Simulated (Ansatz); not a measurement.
Input:

ReS2:
```yaml
crystal:
  lattice:
    - [1.55030, 0.89507, 7.12186]
    - [-1.55030, 0.89507, 7.12186]
    - [0.00000, -1.79013, 7.12186]
  atoms:
    - { symbol: Re, position: [0.00000, 0.00000, 0.00000] }
    - { symbol: S, position: [0.25700, 0.25700, 0.25700] }
    - { symbol: S, position: [0.74300, 0.74300, 0.74300] }
```

This is the PBE-relaxed structure.

Question: All from plane-wave PAW PBE (Ansatz code), unless another level is named. Give the electronic character.

Answer: metallic (no gap).

Question: Give the density of states at the Fermi level.

Answer: 0.96 states/eV per atom (mean over ±0.08 eV).

Question: And the formation energy from the elements (no fitted shifts)?

Answer: -0.21 eV/atom.

Space group R-3m. A made-up cell: these elements were put on the sites of a structure type; neither database checked (COD, Materials Project) lists it. Whether it is the stable phase at ambient conditions was not checked. The cell was relaxed with PBE under the symmetry of its start; whether a distortion lowers the energy is not shown. The run is not spin-polarised. A crystal of weakly bound layers computed without a dispersion correction: the cell and the soft elastic constants depend strongly on that. With an odd number of electrons in the cell and no spin polarisation, the count alone makes it a metal. The references are the lowest solids computed at this level, not always the standard phases. Scalar-relativistic: spin–orbit coupling is off unless named, which matters more the heavier the elements.

Potentials: the later of the program's two PAW sets.
